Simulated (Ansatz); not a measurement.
SiC:
Space group Pnma (No. 62); a = 5.8768 Å, b = 3.1407 Å, c = 5.1962 Å, α = β = γ = 90.00°

| atom | site | symmetry | x | y | z |
|---|---|---|---|---|---|
| Si | 4c | .m. | 0.1591 | 0.2500 | 0.4050 |
| C | 4c | .m. | 0.3267 | 0.2500 | 0.1059 |

Relaxed with PBE.

Question: Which orbitals make up the states near the band edges in PBE (plane waves, PAW; program Ansatz)?

Answer: Top 1 eV of the valence band: C 2p 81 %, Si 3p 13 %. Bottom 1 eV of the conduction band: Si 3p 45 %, C 2s 15 %, Si 3s 15 %, C 2p 9 %, outside the projected shells 16 %. Projections are on Löwdin-orthogonalised atomic valence shells; empty p or d shells of many metals are not among them.

Question: Tabulate the density of states.

Answer: States/eV per cell of 8 atoms, in 0.25 eV bins, energy from the valence-band maximum.

```csv
E (eV),total,C 2p,Si 3p,Si 3s
-7.85,3.38,1.69,0.39,1.11
-7.60,3.36,1.66,0.41,1.07
-7.35,2.28,1.11,0.33,0.64
-7.10,1.89,0.92,0.32,0.47
-6.85,1.73,0.85,0.32,0.38
-6.60,1.89,0.93,0.39,0.36
-6.35,2.70,1.34,0.68,0.38
-6.10,2.70,1.36,0.77,0.30
-5.85,2.50,1.28,0.74,0.27
-5.60,1.95,1.02,0.57,0.18
-5.35,1.43,0.76,0.39,0.14
-5.10,1.57,0.84,0.43,0.15
-4.85,2.32,1.26,0.70,0.18
-4.60,2.61,1.44,0.77,0.20
-4.35,2.87,1.62,0.83,0.22
-4.10,3.35,1.93,0.99,0.22
-3.85,3.60,2.10,1.08,0.21
-3.60,3.51,2.09,1.08,0.18
-3.35,4.12,2.49,1.28,0.17
-3.10,4.11,2.54,1.24,0.16
-2.85,3.42,2.15,0.98,0.13
-2.60,4.16,2.68,1.10,0.15
-2.35,3.52,2.32,0.90,0.11
-2.10,2.83,1.94,0.67,0.08
-1.85,3.06,2.17,0.69,0.07
-1.60,4.25,3.08,0.95,0.06
-1.35,4.94,3.67,1.00,0.07
-1.10,5.16,3.95,0.94,0.07
-0.85,4.89,3.87,0.76,0.07
-0.60,2.73,2.27,0.31,0.03
-0.35,1.34,1.15,0.12,0.01
-0.10,0.39,0.34,0.03,0.00
0.15,0.00,0.00,0.00,0.00
0.40,0.00,0.00,0.00,0.00
0.65,0.00,0.00,0.00,0.00
0.90,0.00,0.00,0.00,0.00
1.15,0.00,0.00,0.00,0.00
1.40,0.00,0.00,0.00,0.00
1.65,0.00,0.00,0.00,0.00
1.90,0.00,0.00,0.00,0.00
2.15,0.00,0.00,0.00,0.00
2.40,0.00,0.00,0.00,0.00
2.65,0.11,0.01,0.05,0.02
2.90,0.60,0.04,0.27,0.11
3.15,1.37,0.12,0.60,0.21
3.40,2.35,0.23,1.06,0.31
3.65,3.60,0.39,1.72,0.41
3.90,3.56,0.43,1.68,0.40
4.15,2.36,0.29,1.13,0.26
4.40,2.04,0.26,0.96,0.24
4.65,2.14,0.29,0.91,0.26
4.90,2.83,0.39,1.18,0.37
5.15,3.51,0.52,1.55,0.45
5.40,4.26,0.65,1.93,0.56
5.65,3.02,0.46,1.39,0.32
5.90,2.73,0.41,1.14,0.31
6.15,4.79,0.68,1.89,0.63
6.40,4.98,0.78,1.94,0.73
6.65,5.20,0.85,2.10,0.74
6.90,4.32,0.76,1.66,0.63
7.15,5.04,0.88,1.95,0.69
7.40,5.32,0.99,1.96,0.74
```

The start of the workflow was typed in or built on a structure type; neither database checked (COD, Materials Project) lists it. It is not the phase usual at ambient conditions (space group No. 186, 216). Symmetry was held in the PBE relaxation; its stability against distortions is not shown here.

Potentials: the later of the program's two PAW sets.
